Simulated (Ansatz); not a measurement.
Core-electron binding energies in LiF

Cell: an entry of the Crystallography Open Database (COD) whose atoms were relaxed with PBE, the cell held, repeated to a supercell; a hole's nearest image is 5.7 Å away.

```cif
data_LiF
_symmetry_space_group_name_H-M 'Fm-3m'
_symmetry_Int_Tables_number 225
_cell_length_a 4.0280
_cell_length_b 4.0280
_cell_length_c 4.0280
_cell_angle_alpha 90.000
_cell_angle_beta 90.000
_cell_angle_gamma 90.000
loop_
_atom_site_label
_atom_site_type_symbol
_atom_site_symmetry_multiplicity
_atom_site_Wyckoff_symbol
_atom_site_fract_x
_atom_site_fract_y
_atom_site_fract_z
Li1 Li 4 a 0.0000 0.0000 0.0000
F9 F 4 b 0.5000 0.5000 0.5000
```

One atom of each set is listed; the run and its k-mesh use a cell of 16 atoms with edges of 5.70, 5.70, 5.70 Å.

Computed with Ansatz: DFT, PBE, plane waves and PAW, scalar-relativistic, 420 eV cutoff, Γ-centred 4×4×4 k-points, fixed occupations.

Each value is a total-energy difference between the cell with one core hole and the ground state (ΔSCF), counted from the top of the valence band. The cell with the hole is spin-polarised, as the shell with the hole is left with one unpaired spin. The periodic images are corrected with the calculated ε∞ = 2.06.

Q: What binding energies does the calculation give for F 1s?

A: 

```tsv
line	atom	first shell	E_B (eV)
F 1s	9	6 Li at 2.01 Å	680.8
```

The program doubts some values: the cell is too small to check the potential alignment. Absolute PBE values can be off by an eV or more. Multiplets, satellites and widths aren't calculated.
